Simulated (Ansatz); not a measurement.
**In (diamond): energy against volume**

Level of theory: Ansatz, DFT, r2SCAN, plane waves (500 eV) with PAW, scalar-relativistic. The PAW files were generated under PBE, with cores re-solved for the functional.

The cell is scaled uniformly from the relaxed one, with fractional coordinates and shape fixed. Energies are extrapolated to zero smearing, pressures are those at the given smearing. Magnetic state: spin not included.

A Birch-Murnaghan fit gives V₀ = 36.14 Å³/atom, B₀ = 28 GPa, B₀′ = 4.7.

Problem. What are the energy above the minimum and the pressure at 34.691 Å³/atom?

Solution. 5.5 meV/atom and 1.33 GPa as computed.

Problem. What are the energy above the minimum and the pressure at 39.027 Å³/atom?

Solution. 17.5 meV/atom and -1.73 GPa as computed.

Problem. What are the energy above the minimum and the pressure at 40.473 Å³/atom?

Solution. 36.7 meV/atom and -2.35 GPa as computed.
